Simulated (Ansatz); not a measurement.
An ordered 4-atom cell of SiC3 on the diamond lattice (R3m), relaxed with r2SCAN in Ansatz 0.2.0. Space group R3m (No. 160), trigonal; conventional cell a = 2.831 Å, c = 14.010 Å, 8.10 Å³ an atom. C has 3 C at 1.72 Å and 1 Si at 1.89 Å; C has 1 C at 1.54 Å and 3 Si at 1.79 Å; C has 4 C at 1.54–1.72 Å; Si has 4 C at 1.79–1.89 Å.

The axes x, y and z are those of this cell:
```
C Si
1.0
     1.41543    0.81720    4.67007
    -1.41543    0.81720    4.67007
     0.00000   -1.63440    4.67007
C Si
3 1
Direct
  0.00824 0.00824 0.00824
  0.48896 0.48896 0.48896
  0.37917 0.37917 0.37917
  0.87363 0.87363 0.87363
```

Unstrained: r2SCAN gives an indirect gap of 1.835 eV, from Γ to k = (0.120, -0.443, -0.443); the least direct gap is 3.547 eV at k = (0.120, -0.443, -0.443). HSE06 gives an indirect gap of 2.487 eV, from Γ to k = (0.120, -0.443, -0.443); the least direct gap is 4.277 eV at k = (0.120, -0.443, -0.443). Meshes: r2SCAN 10×10×10, HSE06 8×8×8. Strains are changes of length per length. After each strain the atoms were relaxed again with r2SCAN in this cell and within any symmetry left, so distortions that break it or need a larger cell weren't tested; points keep the names that they have in the unstrained zone. Simulation only: spin-unpolarised, and no claim that this is the phase found in nature.

Question: Apply epitaxial -2.93 % in the xy plane, free normal strain +0.59 %. How far does the gap move, against the unstrained cell?

Answer: r2SCAN: the gap goes from 1.835 to 1.339 eV (-0.496 eV); the edges go from Γ → (0.120, -0.443, -0.443) to Γ → (0.083, -0.458, -0.458); with r2SCAN the top three valence levels at Γ, grouped 2+1 from the top over 999 meV, become 2+1 over 1412 meV. HSE06: the gap goes from 2.487 to 1.980 eV (-0.507 eV); the edges go from Γ → (0.120, -0.443, -0.443) to Γ → (0.083, -0.458, -0.458). The r2SCAN energy rises by 32.1 meV an atom.

Question: Apply uniaxial -5.19 % along z, other directions held. How far does the gap move, against the unstrained cell?

Answer: r2SCAN: the gap goes from 1.835 to 2.159 eV (+0.324 eV); the edges go from Γ → (0.120, -0.443, -0.443) to Γ → (0.065, -0.471, -0.471); with r2SCAN the top three valence levels at Γ, grouped 2+1 from the top over 999 meV, become 2+1 over 479 meV. HSE06: the gap goes from 2.487 to 2.822 eV (+0.335 eV); the edges go from Γ → (0.120, -0.443, -0.443) to Γ → (0.065, -0.471, -0.471). The r2SCAN energy rises by 60.4 meV an atom.

Where an edge lies off the special points, it is a point of the mesh or the k point where a search put PBE's edge or least direct gap, reused for the other functionals, whose own edges may lie a little apart.

Coordinates of k points refer to the reciprocal vectors of the primitive cell of the runs.

The splittings at Γ are without spin-orbit coupling, which regroups them where it is of like size.
